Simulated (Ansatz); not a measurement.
# GaSi: reading a single point

```
Si Ga
1.0
     1.73942    3.01276    0.00000
    -1.73942    3.01276    0.00000
     0.00000    0.00000    5.70910
Si Ga
2 2
Direct
  0.66667 0.66667 0.00000
  0.33333 0.33333 0.50000
  0.66667 0.66667 0.37500
  0.33333 0.33333 0.87500
```

The numbers come from plane-wave PAW DFT (Ansatz): r2SCAN, no spin polarisation, 500 eV, 11×11×6 Γ-centred k points, fermi-dirac occupations (width 0.1 eV). Nothing was relaxed.

What does the stress say?

The pressure is 57.7 GPa (compression positive), so with the atoms held at these fractions the cell would first expand. The principal stresses 57.1, 57.1, 58.9 GPa differ, so its shape would change too.

Where is the largest force?

The largest is on Ga4 (and as large on other atoms): 0.36 eV/Å, components (0.00, 0.00, -0.36). It makes 110° with the line to a nearest neighbour, Si1 at 2.13 Å.

Give the Bader charges.

Bader charges in e: Ga -0.78, Si +0.78. In the mean Si gives up most and Ga takes most, against the order of Pauling's electronegativities.

Metal or insulator?

It is a metal, with about 1.9 states/eV a cell as the mean within 0.25 eV of the Fermi level, mostly Si p (54 %) and Ga p (40 %).

Is it stable against the elements?

1.26 eV an atom against the elements' usual phases (free molecules for gases, crystals otherwise, with no correction for O₂ or N₂), so at this geometry it isn't bound against them. Relaxing would lower it.

Origin: a known structure type with other elements, at an estimated volume, so it need not be a known compound. Caveats: atoms or cell far from equilibrium.
